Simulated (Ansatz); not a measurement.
**Notes on Cs$_{2}$InAgCl$_{6}$**

```
Cs In Ag Cl
1.0
     0.00000    5.27260    5.27260
     5.27260    0.00000    5.27260
     5.27260    5.27260    0.00000
Cs In Ag Cl
2 1 1 6
Cartesian
  2.6363 2.6363 2.6363
  7.9089 7.9089 7.9089
  0.0000 0.0000 0.0000
  5.2726 5.2726 5.2726
  2.5286 5.2726 5.2726
  5.2726 2.5286 5.2726
  8.0166 5.2726 5.2726
  5.2726 8.0166 5.2726
  5.2726 5.2726 2.5286
  5.2726 5.2726 8.0166
```

Level: r2SCAN, no spin polarisation; 500 eV; 4×4×4 Γ-centred mesh; gaussian occupations (width 0.0146 eV); Ansatz 0.2.0, fixed geometry.

(1) Which element gives electrons and which takes them?

(2) Which orbitals make up the band edges?

(3) Is the cell too large or too small?

(4) What is the band gap?

(5) Which atom feels the largest force, and which way?

(6) What is the formation energy?

(7) Describe some of the short contacts.

Origin: a database entry at a rescaled volume.

## Answers

(1) Bader charges in e: Cs +0.89, In +1.73, Ag +0.67, Cl -0.70. In the mean In gives up most and Cl takes most.

(2) Within 0.7 eV of the edges, the states project mainly on Ag d (48 %) and Cl p (47 %) below the gap and on In s (39 %), Ag s (31 %) and Cl p (15 %) above it.

(3) The pressure is 0.0 GPa (compression positive), so with the atoms held at these fractions the cell is close to zero pressure.

(4) The gap is 1.71 eV, direct at the points sampled. A semilocal functional usually gives too small a gap.

(5) The largest is on Cl9 (and as large on other atoms): 0.14 eV/Å, components (0.00, 0.00, 0.14). It makes 180° with the line to a nearest neighbour, In3 at 2.53 Å, pointing away from it.

(6) -1.69 eV an atom against the elements' usual phases (free molecules for gases, crystals otherwise, with no correction for O₂ or N₂), so it is bound against them; other compounds may still compete. Relaxing would lower it.

(7) In–Cl at 2.53 Å: least valence density 0.38 e/Å³ and ELF 0.22 there. Ag–Cl at 2.74 Å: least valence density 0.23 e/Å³ and ELF 0.12 there. Cs–Cl at 3.73 Å: least valence density 0.05 e/Å³ and ELF 0.02 there, a closed-shell (ionic or weak) contact. Both are smooth PAW fields, read partly inside the augmentation spheres.
